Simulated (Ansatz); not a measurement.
A comparison from first-principles data. Surface loss at microwave frequencies, Drude damping in the near infrared and electronic heat conduction all follow from the resistivity and the plasma energy of a metal.

The reference row is fcc Al. Frequency 100 GHz, photon energy 1.2 eV, T = 300 K, Lorenz number 2.44×10⁻⁸ WΩ/K². All rows are cubic metals, run without spin polarisation.

Methods, by column (Ansatz, a plane-wave PAW program): resistivity, plasma energy, N(E_F): PBEsol, Boltzmann equation with harmonic phonons, 300 K, mean over directions.

Not checked to be the ambient phase: LiZn (Fd-3m, cF16); NbZn3 (Cu3Au type); ScZn (CsCl type). Spin–orbit coupling is left out unless named.

| crystal | ρ (μΩ·cm) | ħω_p (eV) | N(E_F) (states/eV/atom) |
|---|---|---|---|
| fcc Al, reference | 2.3 | 12.4 | 0.40 |
| LiZn (Fd-3m, cF16) | 7.2 | 7.9 | 0.30 |
| NbZn3 (Cu3Au type) | 11 | 4.6 | 0.34 |
| ScZn (CsCl type) | 26 | 4.4 | 0.99 |

Model: R_s = √(πfμ₀ρ) = 6.283 mΩ × √(f ρ); ħγ = ħε₀ω_p²ρ = 0.1345 meV × (ħω_p)² ρ; quality = ω/γ; κ_e = L₀T/ρ = 732/ρ.

Task: Compute surface resistance, damping ħγ, Drude quality and electronic κ for ScZn (CsCl type), showing the steps.

Result: 
1. R_s = 6.283 × √(100 × 26) = 320 mΩ
2. ħγ = 0.1345 × 4.4² × 26 = 67.7 meV
3. Drude quality: 1200/67.7 = 18
4. κ_e = 732/26 = 28 W/(m·K)

Task: Put the candidates in order of Drude quality, highest first.

Result: The same steps for every row:

```csv
crystal,surface resistance (mΩ),damping ħγ (meV),Drude quality,electronic κ (W/(m·K))
"fcc Al, reference",95,47.6,25,320
"LiZn (Fd-3m, cF16)",170,60.4,20,100
NbZn3 (Cu3Au type),210,31.3,38,67
ScZn (CsCl type),320,67.7,18,28
```

Ranking by Drude quality, highest first: NbZn3 (Cu3Au type) (38 ± 7.2), fcc Al (25 ± 4.7) ≈ LiZn (Fd-3m, cF16) (20 ± 3.7) ≈ ScZn (CsCl type) (18 ± 3.3). The ± follows from allowances picked for this note (resistivity 12 %, plasma energy 4 %, 12 % for the model), carried to first order and added in quadrature; ≈ joins neighbours closer than their two ± added in quadrature. 1 of the 3 others clearly beat the reference on this figure.

Only phonon scattering is included, so films lose more. Interband absorption, often the larger optical loss, is outside the Drude quality. Resistivities move by up to 12 % from half the mesh. The rows are a sample of cubic metals; oxides, V to Ni (no spin in these runs) and Tl, Pb, Bi were not drawn. Limits of the draw: cubic metals without O, V to Ni, Tl, Pb or Bi. As a rule kept out of such tables: 4f compounds, open-shell compounds run without a Hubbard term, cells found unstable in the tests at hand, cells close to a higher symmetry, and runs set to a pressure or over 12 % in volume from the crystal's fullest run.
